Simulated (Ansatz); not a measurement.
# Te2Os: computed property card

Te2Os:
```xyz
12
Lattice="6.3591 0.0000 0.0000 0.0000 6.3591 0.0000 0.0000 0.0000 6.3591" Properties=species:S:1:pos:R:3 pbc="T T T"
Te     2.3645     2.3645     2.3645
Te     0.8151     3.9946     5.5440
Te     5.5440     0.8151     3.9946
Te     3.9946     5.5440     0.8151
Te     3.9946     3.9946     3.9946
Te     5.5440     2.3645     0.8151
Te     0.8151     5.5440     2.3645
Te     2.3645     0.8151     5.5440
Os     0.0000     0.0000     0.0000
Os     3.1796     0.0000     3.1796
Os     3.1796     3.1796     0.0000
Os     0.0000     3.1796     3.1796
```

Space group Pa-3 (No. 205); conventional cell a = b = c = 6.359 Å, α = β = γ = 90.00°.

Method: plane-wave PAW LDA (Ansatz code). Geometry: relaxed at this level of theory. Other levels are named where they apply.

Cell and energy:

```yaml
volume_per_atom: 21.43 Å³
density: 11.51 g/cm³
Formation energy from the elements (no fitted shifts): -0.11 eV/atom
```

Electronic structure:

```yaml
electronic_character: metallic (no gap)
Density of states at the Fermi level: 0.06 states/eV per atom (mean over ±0.08 eV)
```

Mechanics:

```yaml
Elastic constants (relaxed ions, GPa): C11 = 317, C12 = 71.0, C44 = 85.1
mechanical_stability: stable (all eigenvalues of C positive)
hill_bulk_and_shear_moduli: 153 and 98.6 GPa
Young's modulus: 244 GPa
Poisson's ratio: 0.23
debye_temperature_from_the_elastic_constants: 348 K
```

Phonons:

```yaml
highest_zone_centre_frequency: 211 cm⁻¹
zone_centre_stability: no imaginary mode at Γ
```

The workflow started from an entry of the Crystallography Open Database (COD). Whether it is the stable phase at ambient conditions was not checked. Symmetry was held in the LDA relaxation. The run is not spin-polarised. As this level gives no gap, shear constants depend on the k-mesh and smearing (Fermi–Dirac, 0.1 eV here). As this level gives no gap, phonon frequencies hold no LO–TO term and depend on the k-mesh and smearing (Fermi–Dirac, 0.1 eV here). The references are the lowest solids computed at this level, not always the standard phases. Spin–orbit coupling is left out wherever it is not named.

Potentials: the later of the program's two PAW sets.
